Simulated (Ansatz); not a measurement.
**Question.** Write an Ansatz input for a full relaxation of cell and atoms of LaIrSi3 with PBEsol (scalar-relativistic), a cutoff of 420 eV (density cutoff 4 times that), a Γ-centred 10×10×10 mesh and Gaussian smearing of 0.05 eV, without spin polarisation. Stop at forces under 0.01 eV/Å and stress under 0.04 GPa, or after 60 steps. Forces, stress and eigenvalues are wanted. The structure:
```
La Si Ir
1.0
    -2.1538109334    2.1538109334    4.9490326028
     2.1538109334   -2.1538109334    4.9490326028
     2.1538109334    2.1538109334   -4.9490326028
La Si Ir
1 3 1
Direct
  0.0000000000 0.0000000000 0.0000000000
  0.7615000000 0.2615000000 0.5000000000
  0.2615000000 0.7615000000 0.5000000000
  0.4112000000 0.4112000000 0.0000000000
  0.6553000000 0.6553000000 0.0000000000
```

**Answer.** 
```yaml
crystal:
  lattice:
    - [-2.1538109334, 2.1538109334, 4.9490326028]
    - [2.1538109334, -2.1538109334, 4.9490326028]
    - [2.1538109334, 2.1538109334, -4.9490326028]
  atoms:
    - { symbol: La, position: [0.0, 0.0, 0.0] }
    - { symbol: Si, position: [0.7615, 0.2615, 0.5] }
    - { symbol: Si, position: [0.2615, 0.7615, 0.5] }
    - { symbol: Si, position: [0.4112, 0.4112, 0.0] }
    - { symbol: Ir, position: [0.6553, 0.6553, 0.0] }
basis:
  ecutwfc: 420
  ecutrho_ratio: 4
kpoints:
  mp_grid: { grid: [10, 10, 10] }
hamiltonian:
  xc: pbesol
scf:
  occupations: { method: gaussian, width: 0.05 }
output:
  forces: true
  stress: true
  eigenvalues: true
relax:
  f_tol: 0.01
  max_steps: 60
  cell: { stress_tol: 0.04 }
```

Launched as:
```sh
ansatz run input.yaml --threads 4 --pin off --max-ram 7168MiB --backend cpu --events-out ev --progress --plain --runs-dir out
```

Run as written, it has 40 valence electrons, 1713 plane waves at Γ (in the final cell), 8 symmetry operations and 102 irreducible k-points; it took 42 SCF iterations in all. Cost: 46 s on 4 threads of Arm Neoverse V2 (shared host), peak memory 0.57 GiB.

The chain of runs began from a cell as deposited in COD, expanded in volume.
